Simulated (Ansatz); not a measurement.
An Ansatz (a quantum-chemistry and plane-wave program) run. Input:

Ansatz 0.2 input:
```yaml
crystal:
  lattice:
    - [3.2143428567, 4.0788020968, 0.0]
    - [-3.2143428567, 4.0788020968, 0.0]
    - [-1.3490342024, 0.0, 5.1465863085]
  atoms:
    - { symbol: Zr, position: [0.9062105565, 0.0937894435, 0.0038550409] }
    - { symbol: Zr, position: [0.4083751674, 0.5916248326, 0.9777810592] }
    - { symbol: Zr, position: [0.8251226792, 0.7292461774, 0.5930223424] }
    - { symbol: Zr, position: [0.2707538226, 0.1748773208, 0.5930223424] }
    - { symbol: Cu, position: [0.718616418, 0.281383582, 0.447105172] }
    - { symbol: Cu, position: [0.3027787505, 0.6972212495, 0.4344924548] }
    - { symbol: Cu, position: [0.4455597734, 0.0539371676, 0.1531207942] }
    - { symbol: Cu, position: [0.9460628323, 0.5544402266, 0.1531207942] }
kpoints:
  mp_grid: { grid: [8, 8, 8] }
hamiltonian:
  xc: pbesol
  pseudopotentials: { kind: paw }
scf:
  occupations: { method: fermi_dirac, width: 0.1 }
phonons:
  method: dfpt
  response_accuracy: low
  eigenvectors: true
  rigid_motions: translations
```

Output (shortened):

```
Pseudopotential: Zr, paw, valence charge 12
Pseudopotential: Cu, paw, valence charge 19
Functional definition: PBEsol
Crystal: 8 atoms, lattice volume = 134.950 Å³
Basis set: ecut = 420 eV, 2657 PW (Γ), exchange–correlation on 72×72×72 points (8 copies of the dense FFT grid, shifted against one another)
Bands: 75, of which v1, the nominal top of the filled ones, is band 62 counted from 1 (61 counted from 0)
Symmetry: 2 space group operations
k-points: 260 of 512 (irreducible under 1 space group operation, time reversal used)
SCF iter   1: F=—  HF=-42870.999275 eV  |F-HF|=—  |Δ(HF+E_count)|=         —  Δρ=1.48e-2  dr2=1.90e-1  ethr=1.77e-3  ⟨swp⟩=5.4  Hψ=59796  notcnv=0  defer=10
preconditioner: auto → Kerker (q_TF=auto, 2.690 Å⁻¹)
SCF iter   2: F=—  HF=-42870.972282 eV  |F-HF|=—  |Δ(HF+E_count)|=   2.70e-2  Δρ=2.41e-3  dr2=8.89e-3  ethr=1.53e-4  ⟨swp⟩=2.0  Hψ=32542  notcnv=0  defer=42
SCF iter   3: F=—  HF=-42870.970301 eV  |F-HF|=—  |Δ(HF+E_count)|=   1.98e-3  Δρ=1.92e-3  dr2=5.43e-3  ethr=7.17e-6  ⟨swp⟩=3.0  Hψ=29651  notcnv=0  defer=42
SCF iter   4: F=—  HF=-42870.969330 eV  |F-HF|=—  |Δ(HF+E_count)|=   9.70e-4  Δρ=3.14e-4  dr2=1.64e-4  ethr=4.38e-6  ⟨swp⟩=2.0  Hψ=26717  notcnv=0  defer=42
SCF iter   5: F=—  HF=-42870.969323 eV  |F-HF|=—  |Δ(HF+E_count)|=   7.48e-6  Δρ=1.41e-4  dr2=2.33e-5  ethr=1.33e-7  ⟨swp⟩=2.0  Hψ=27268  notcnv=0  defer=42
SCF iter   6: F=—  HF=-42870.969321 eV  |F-HF|=—  |Δ(HF+E_count)|=   2.26e-6  Δρ=7.68e-5  dr2=5.43e-6  ethr=1.88e-8  ⟨swp⟩=2.1  Hψ=33762  notcnv=0  defer=42
SCF iter   7: F=—  HF=-42870.969311 eV  |F-HF|=—  |Δ(HF+E_count)|=   1.01e-5  Δρ=1.91e-5  dr2=4.45e-7  ethr=4.38e-9  ⟨swp⟩=2.0  Hψ=30870  notcnv=0  defer=42
SCF iter   8: F=—  HF=-42870.969311 eV  |F-HF|=—  |Δ(HF+E_count)|=   2.31e-8  Δρ=3.85e-6  dr2=2.35e-8  ethr=3.59e-10  ⟨swp⟩=2.0  Hψ=27359  notcnv=0  defer=42
SCF iter  11: F=-42870.969311 eV  HF=-42870.969311 eV  |F-HF|=7.28e-12  |Δ(HF+E_count)|=  1.46e-11  Δρ=7.78e-8  dr2=6.85e-12  ethr=1.00e-12  ⟨swp⟩=7.2  Hψ=84933  notcnv=0
SCF 1 converged in 11 iterations: F = -42870.969311 eV  dr2 = 6.85e-12
DFPT response loops at Γ: preconditioner auto → Kerker (q_TF=auto, 2.690 Å⁻¹) (partly filled bands, converged f_vac=0.000) …
phonon interpolation: 2 periodic images of 2 blocks of the force constants (a block to an ordered pair of atoms and a translation) lie up to 7.05e-3 Å farther …
SCF converged after 11 iterations
Free energy (F): -42870.969311 eV
Harris-Foulkes:  -42870.969311 eV  (|F-HF|=7.28e-12)
Internal energy: -42870.710153 eV  (E = F + TS)
E sigma→0 (E₀):  -42870.839732 eV
Entropy (-TS):   -0.259158 eV (-32.395 meV/atom)
Fermi energy:    15.479569 eV
--- Per-component energies (eV) ---
  E_band       = -1890.418567
  E_kinetic    = 2535.720042
  E_local      = -22411.545487  (includes V_loc(G=0)·N_el)
  E_nonlocal   = 1863.089733
  E_hartree    = 9715.644349
  E_xc         = -1002.931554
  E_vxc        = -1229.494865  (∫ρ·V_xc dr)
  E_paw        = -18081.153979  (= ΣΔE_a)
  E_vpaw       = -2079.477923  (= ΣTr[D̂ρ^β])
  E_aug_tail   = 0.001103  (compensation charges beyond the density's cutoff)
  E_ewald      = -15491.022050
  E_core_change = 1.487691  (= ΣΔE_core)
  E_smearing   = -0.259158  (= −TS)
  E_closure    = 0.000000  (closes the sum)
  Σ components = -42870.969311   (vs F -42870.969311, Δ=0.00e0)
  [band-id]    e_kinetic+e_local+e_nonlocal+2·e_hartree+e_vxc+e_vpaw+e_augmentation_tail = -1890.418699   (vs E_band -1890.418567, Δ=-1.32e-4)
--- Band table (eV; the first three rows and the last of 260) ---
  k-point 0: bands = ["-97.4953", "-97.4458", "-97.4457", "-97.4266", "-55.0259", "-55.0229", "-54.9875", "-54.9823", "-54.9697", "-54.9529", "-54.9436", "-54.9340", "-54.9238", "-54.9222", "-54.9191", "-54.8942", "-33.1593", "-33.0845", "-33.0596", …
  k-point 1: bands = ["-97.4953", "-97.4458", "-97.4457", "-97.4266", "-55.0259", "-55.0229", "-54.9875", "-54.9823", "-54.9697", "-54.9529", "-54.9436", "-54.9340", "-54.9238", "-54.9222", "-54.9191", "-54.8942", "-33.1579", "-33.0857", "-33.0596", …
  k-point 2: bands = ["-97.4953", "-97.4458", "-97.4457", "-97.4265", "-55.0259", "-55.0229", "-54.9875", "-54.9823", "-54.9697", "-54.9529", "-54.9436", "-54.9340", "-54.9238", "-54.9222", "-54.9191", "-54.8942", "-33.1544", "-33.0888", "-33.0596", …
  k-point 259: bands = ["-97.4953", "-97.4458", "-97.4457", "-97.4265", "-55.0259", "-55.0228", "-54.9881", "-54.9824", "-54.9691", "-54.9529", "-54.9433", "-54.9342", "-54.9257", "-54.9197", "-54.9197", "-54.8943", "-33.1316", "-33.1006", "-33.0626", …
--- Phonons (Γ-DFPT): 18 representative perturbations + reference, on 260 of 512 k-points (Σ response iterations 68) ---
  ASR residual: 1.156e-3 → 0.000e0 eV/Å²; symmetrization residual: 1.568e-4 eV/Å²
  ASR residual per site (eV/Å²): 8.90e-4 8.34e-4 1.16e-3 1.16e-3 1.04e-3 7.70e-4 7.35e-4 7.35e-4
  Γ frequencies (cm⁻¹): -60.74 0.00 0.00 0.00 75.48 105.88 120.98 121.12 131.76 138.55 146.29 149.88 153.15 153.80 165.17 175.56 175.78 182.15 193.35 194.43 209.39 221.76 224.66 232.86
  non-analytic LO–TO correction: not included (Born effective charges unavailable; polar crystals: no LO–TO splitting at Γ)
```

Cost: about 110 core-minutes (a rough figure) on shared cores.

Space group Cm. The first step of the workflow began from a Materials Project structure, measured or hypothetical; the Crystallography Open Database copy checked does not list it. Its standing as an ambient phase is unchecked. Symmetry was held in the PBEsol relaxation. At this level the phase is dynamically unstable (imaginary phonons). No spin polarisation was allowed. As this level gives no gap, phonon frequencies hold no LO–TO term and depend on the k-mesh and smearing (Fermi–Dirac, 0.1 eV here). Spin–orbit coupling is left out wherever it is not named.

Potentials: the later of the program's two PAW sets.

Ansatz is a plane-wave DFT program.
